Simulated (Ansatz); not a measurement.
Ti₂B₃: relaxation step by step

The guess for Ti₂B₃ was made by a generator: random cell by space group and Wyckoff sites (P4/mmm, No. 123). Its size is a rough estimate.

```cif
data_structure
_symmetry_space_group_name_H-M 'P 1'
_symmetry_Int_Tables_number 1
_cell_length_a 3.4629
_cell_length_b 3.4629
_cell_length_c 4.8107
_cell_angle_alpha 90.000
_cell_angle_beta 90.000
_cell_angle_gamma 90.000
_cell_volume 57.69
loop_
_atom_site_label
_atom_site_type_symbol
_atom_site_fract_x
_atom_site_fract_y
_atom_site_fract_z
_atom_site_occupancy
Ti1 Ti 0.00000 0.50000 0.00000 1
Ti2 Ti 0.50000 0.00000 0.00000 1
B1 B 0.50000 0.50000 0.82378 1
B2 B 0.50000 0.50000 0.17622 1
B3 B 0.00000 0.00000 0.00000 1
```

All numbers below come from Ansatz, DFT PBE, scalar-relativistic, plane waves, PAW. Cutoff 420 eV, Gaussian smearing, Γ-centred meshes. Cell and atoms relax first on a coarse mesh and then on a finer one. In between, the cell is made exact in the group found at 0.06 Å. In metals the finer mesh still leaves noise of several meV/atom or more. The steps can't lower the symmetry of their start. Collinear spin is switched on along the way, since trial moments persisted in a coarse test.

Steps on the 6×6×4 mesh (5 atoms, 20 steps). The free energy counts from the last step; some steps are skipped; the plane-wave basis is renewed at times, which shifts energy and pressure.

```tsv
step	ΔF (meV/atom)	V (Å³/atom)	P (GPa)	largest force component (eV/Å)
1	2945.1	11.54	111.53	4.907
3	1318.0	13.88	45.02	1.060
5	658.5	15.84	7.60	0.438
7	498.4	15.12	-2.78	0.851
9	302.6	13.58	-5.66	1.117
12	160.4	11.26	8.67	0.021
14	141.0	11.77	0.01	0.018
16	30.0	11.78	9.20	0.039
18	0.9	12.50	-0.45	0.026
20	0.0	12.47	-0.09	0.017
```

The relaxed structure, after a last relaxation on the converged mesh:

```
Ti B
1.0
     4.49385    0.00000    0.00000
     0.00000    4.49385    0.00000
     0.00000    0.00000    3.09869
Ti B
2 3
Cartesian
  0.0000 2.2469 0.0000
  2.2469 0.0000 0.0000
  2.2469 2.2469 2.3325
  2.2469 2.2469 0.7662
  0.0000 0.0000 0.0000
```

The symmetry stays P4/mmm (No. 123). The volume per atom grows by 8.5 %, from 11.5 to 12.5 Å³. The shortest distance goes from 1.70 Å (B–B) to 1.53 Å (B–B). The ratio c/a of the conventional cell changes by a factor of 0.50. The energy falls by about 2.9 eV/atom (the start's value is from the coarse mesh). Around Ti lie 6 B at 2.25–2.37 Å; B on a site of symmetry 4mm has 2 B at 1.53–1.57 Å and 4 Ti at 2.37 Å; B on a site of symmetry 4/mmm has 4 Ti at 2.25 Å.

* Volume per atom: 12.52 Å³
* Density: 3.40 g/cm³
* Energy over the elements: +0.26 eV/atom
* Gap on the 8×8×12 mesh of the 5-atom cell: 0 eV (a metal)
* Net moment per atom: 0.21 μB
* Moment by site: Ti 0.3 (×2) μB

The zero of energy is the elements' standard structures at the same level; no fitted shifts are applied.

The last run used collinear spin and Gaussian smearing of 0.10 eV. The magnetic state reached may not be the lowest. A structure relaxed within its symmetry needn't be a true minimum. In all, the 5 runs took 6.4 min on 1 thread of Intel(R) Xeon(R) Processor @ 2.50GHz (Skylake/Cascade Lake), on a shared host. Another cell of Ti2B3 relaxed alike but without spin, in P-4m2, lies 0.77 eV/atom lower, so this cell isn't the stable form at this level. Site moments count only spheres around the atoms; the net moment includes the space between them.
